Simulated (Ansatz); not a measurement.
Relaxed InAs (zinc blende):

```
CELL_PARAMETERS angstrom
      0.00000     6.10911     6.10911
      3.05455     0.00000     3.05455
      3.05455     3.05455     0.00000
ATOMIC_POSITIONS crystal
  As 0.37500 0.75000 0.75000
  As 0.87500 0.75000 0.75000
  In 0.00000 0.00000 0.00000
  In 0.50000 0.00000 0.00000
```

Scan: atom 4 (In, nearest neighbour As at 2.645 Å; its periodic images, 4.3 Å or more away, move with it) is displaced towards the nearest neighbour, direction (0.577, -0.577, 0.577) in Cartesian axes, by s. The other atoms stay.

All values below come from r2SCAN (plane waves to 500 eV, PAW, scalar-relativistic; Ansatz, an electronic-structure program). k mesh 4×8×8 (Γ-centred), Fermi-Dirac smearing 0.05 eV. Energies are smeared free energies. InAs was relaxed with its symmetry unable to fall. The zero of ΔE is the undisplaced structure.

Successive frames, forces in eV/Å:

| frame | ΔE (meV/cell) | F on As1 | F on As2 | F on In3 | F on In4 |
|---|---|---|---|---|---|
| s = 0.208 Å | 201 | (1.031, -1.031, 1.351) | (0.209, -0.209, -0.125) | (0.051, -0.051, -0.084) | (-1.291, 1.291, -1.142) |
| s = 0.156 Å | 107 | (0.697, -0.697, 0.945) | (0.157, -0.157, -0.099) | (0.039, -0.039, -0.064) | (-0.893, 0.893, -0.782) |
| s = 0.104 Å | 45 | (0.418, -0.418, 0.588) | (0.104, -0.104, -0.070) | (0.027, -0.027, -0.042) | (-0.549, 0.549, -0.476) |

Q: What are the energy and the forces in the next frame, s = 0.052 Å?

A: ΔE (meV/cell) = 11.

```json
[
 {"atom": "As1", "Fx": "0.187", "Fy": "-0.187", "Fz": "0.275"},
 {"atom": "As2", "Fx": "0.052", "Fy": "-0.052", "Fz": "-0.037"},
 {"atom": "In3", "Fx": "0.014", "Fy": "-0.014", "Fz": "-0.021"},
 {"atom": "In4", "Fx": "-0.253", "Fy": "0.253", "Fz": "-0.217"}
]
```

(A displaced cell: forces are minus the slopes of the energy, force constants its curvatures, and phonons follow from these.)
